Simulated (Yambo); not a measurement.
Here is the system:

```
CELL_PARAMETERS angstrom
      2.49947     1.44307     4.48129
     -2.49947     1.44307     4.48129
      0.00000    -2.88614     4.48129
ATOMIC_POSITIONS crystal
  O  0.75000 0.44722 0.05278
  O  0.25000 0.55278 0.94722
  O  0.05278 0.75000 0.44722
  O  0.94722 0.25000 0.55278
  O  0.44722 0.05278 0.75000
  O  0.55278 0.94722 0.25000
  Ga 0.85578 0.85578 0.85578
  Ga 0.14422 0.14422 0.14422
  Ga 0.64422 0.64422 0.64422
  Ga 0.35578 0.35578 0.35578
```

Workflow: PBE (stringent potentials; pw.x of Quantum ESPRESSO, ONCV potentials, without SOC), then G0W0 in Yambo (4×4×4 Γ-centred k mesh, bands 17 to 237 and a 10 Ry block in the screening, 237 bands in G with the Bruneval-Gonze terminator, plasmon pole fitted at 27.2 eV).

Task: Give the PBE and G0W0 gaps between the band edges found on this mesh, and say where the edges lie.

Result: Edges: (0, 0, 0.25) → Γ. PBE: 2.86 eV; G0W0: 4.36 eV. Nearest settings tried, and what they do to the gap: 148 bands in G: +11 meV; 6 Ry block (175 vectors against 351): -166 meV. Not varied: bands in W, mesh. So the settings aren't converged at that level. Spin-orbit splittings are left out.

Geometry relaxed with PBEsol.

This is not the ordinary phase of the substance.
